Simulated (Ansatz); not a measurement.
B:
```
CELL_PARAMETERS angstrom
      4.14442     0.00000     0.00000
      0.00000     4.14442     0.00000
      0.00000     0.00000     4.14442
ATOMIC_POSITIONS crystal
  B  0.19534 0.50000 0.50000
  B  0.80466 0.50000 0.50000
  B  0.50000 0.19534 0.50000
  B  0.50000 0.80466 0.50000
  B  0.50000 0.50000 0.19534
  B  0.50000 0.50000 0.80466
```

Relaxed with PBEsol. Special points in fractions of this cell's reciprocal vectors: Γ (0.000, 0.000, 0.000); X (0.000, 0.500, 0.000); M (0.500, 0.500, 0.000); R (0.500, 0.500, 0.500).

**Question.** List the band energies nearest the Fermi level at these points for the program Ansatz at the PBEsol level (PAW).

**Answer.** In eV from the Fermi level; about four levels below and three above (degenerate sets whole), none deeper than 8.9 eV; points with the same levels are listed once.

```csv
k,below,above
Γ,-5.03 -5.03 -5.03 -4.94 -3.54 -3.54,1.74 1.74 1.74
X,-3.37 -0.57 -0.57 -0.43,1.83 3.51 6.37 6.37
M,-0.45 -0.45 -0.20 -0.20,5.23 5.23 9.28
R,-6.65 -6.65 -6.65 -2.44 -2.44 -2.44,0.15 0.15 0.15
```

Space group Pm-3m. The start of the workflow was typed in or built on a structure type; neither database checked (COD, Materials Project) lists it. It is not the phase usual at ambient conditions (space group No. 166). The PBEsol relaxation kept the symmetry of its start; whether a distortion lowers the energy is not shown.

Potentials: the later of the program's two PAW sets.
